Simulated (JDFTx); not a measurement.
| Item | Value |
|---|---|
| surface | V(110) |
| bulk | V, Im-3m, lattice of mp-146 (not re-optimised) |
| slab | 6 atoms in 6 planes, 1x1, 10.4 Å between the outermost planes |
| in-plane cell | 2.583 × 2.583 Å, 6.29 Å² |
| cell height | 26.5 Å |
| sampling | 8×8×1 k mesh, Fermi smearing 0.01 Ha, no spin polarisation |

Neither spin polarisation nor a larger cell was tried.

Computed with JDFTx (a modified build): PBE, GBRV ultrasoft potentials, plane waves to 20/100 Ha. Liquid: CANDLE, water, 2 M KCl. Between zero charge and 0.28 V from it the run gives σ = 6.3 μC/cm², a mean capacitance of 22.6 μF/cm². The liquid has ε = 78.4, a 1:1 salt at 2 M with linear (Debye) response, and T = 298 K.

Working it through: the Debye length, the diffuse-layer capacitance, and the inner capacitance that is left when the two stand in series.

Each ion has density c = 2 × 6.022×10⁻⁴ = 1.204e-03 Å⁻³. λ² = ε kT / (8π (e²/4πε₀) c) with kT = 0.02568 eV and e²/4πε₀ = 14.40 eV Å gives λ = 2.15 Å; the log prints 2.15 Å. C_diffuse = ε₀ε/λ = 323 μF/cm². Then 1/C_inner = 1/22.6 − 1/323, so C_inner = 24.3 μF/cm², which equals a vacuum gap of ε₀/C_inner = 0.36 Å. The diffuse layer takes 7 % of the potential drop; the rest lies between the electrode's charge and the onset of the dielectric, with the electrode's own (quantum) capacitance in it. The split is a model: in the calculation solvent and ions share one smooth cavity.
